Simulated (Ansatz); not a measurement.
BaNiF6:
```
BaNiF6
1.0
    3.65992     2.11306     2.32180
   -3.65992     2.11306     2.32180
    0.00000    -4.22611     2.32180
Ba Ni F
1 1 6
Direct
  0.50000   0.50000   0.50000
  0.00000   0.00000   0.00000
  0.73563   0.73563   0.07337
  0.26437   0.26437   0.92663
  0.07337   0.73563   0.73563
  0.92663   0.26437   0.26437
  0.73563   0.07337   0.73563
  0.26437   0.92663   0.26437
```

r²SCAN (plane waves, PAW; program Ansatz) gives a gap of 2.20 eV without spin–orbit coupling, maximum at F, minimum at Γ.

**Question.** What happens when spin–orbit coupling is switched on?

**Answer.** The gap stays essentially unchanged, to 2.20 eV; maximum at F, minimum at Γ.

**Question.** Give the electron effective mass with spin–orbit coupling.

**Answer.** 1.9, 2.4, 2.4 mₑ (principal values).

**Question.** Give the hole effective mass with spin–orbit coupling.

**Answer.** 3.5, 3.8, 14 mₑ (principal values).

Space group R-3m. The first step of the workflow began from a Materials Project structure, measured or hypothetical; the Crystallography Open Database copy checked does not list it. Whether it is the stable phase at ambient conditions was not checked. The r²SCAN relaxation kept the symmetry of its start; its stability against distortions is not shown here. The run is not spin-polarised. No Hubbard U is applied.

Potentials: the later of the program's two PAW sets.
